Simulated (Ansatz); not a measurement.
The start is a relaxed CdSe cell deformed by the Cartesian strain tensor (xx, yy, zz, yz, xz, xy) = (-0.063, 0.048, 0.193, -0.069, -0.031, 0.005). The cell and all atomic positions are relaxed at zero pressure with PBE (plane waves to 420 eV, PAW, scalar-relativistic; Ansatz, a program for electronic structure). The first steps use a coarse 6×6×2 k-mesh.

Input geometry:
```
CELL_PARAMETERS angstrom
      4.10663     0.01972    -0.13586
     -2.03623     3.96789    -0.19396
     -0.44354    -0.98723    17.06908
ATOMIC_POSITIONS crystal
  Cd 0.00000 0.00000 0.00029
  Cd 0.00000 0.00000 0.50029
  Cd 0.66667 0.33333 0.75019
  Cd 0.33333 0.66667 0.25019
  Se 0.00000 0.00000 0.81271
  Se 0.00000 0.00000 0.31271
  Se 0.66667 0.33333 0.56243
  Se 0.33333 0.66667 0.06243
```

```yaml
initial_pressure: "-2.8 GPa (negative: the cell is under tension)"
volume_change: -14.3 %, from 34.69 to 29.75 Å³/atom
Shortest distances (start → end): "The closest pairs of elements (up to four, under 3.6 Å), start → end: Cd–Se 2.56 → 2.68 Å"
band_gap_at_the_end: 0.52 eV, direct at Γ (no spin-orbit coupling)
optimiser_moves: 6
```

Final structure:

Space group P6₃mc (No. 186); a = 4.383 Å, b = 4.383 Å, c = 14.306 Å, α = 90.00°, β = 90.00°, γ = 120.00°

| atom | site | symmetry | x | y | z |
|---|---|---|---|---|---|
| Cd | 2a | 3m. | 0.0000 | 0.0000 | 0.0003 |
| Cd | 2b | 3m. | 0.3333 | 0.6667 | 0.2502 |
| Se | 2a | 3m. | 0.0000 | 0.0000 | 0.3127 |
| Se | 2b | 3m. | 0.3333 | 0.6667 | 0.0624 |

Final values are on a 9×9×3 k-mesh of the relaxed cell. No spin polarisation in the result.

The first start was generated by placing the elements on the sites of a structure type. A measured structure of CdSe has the same space group, P6₃mc (No. 186); the sites were not compared with it.
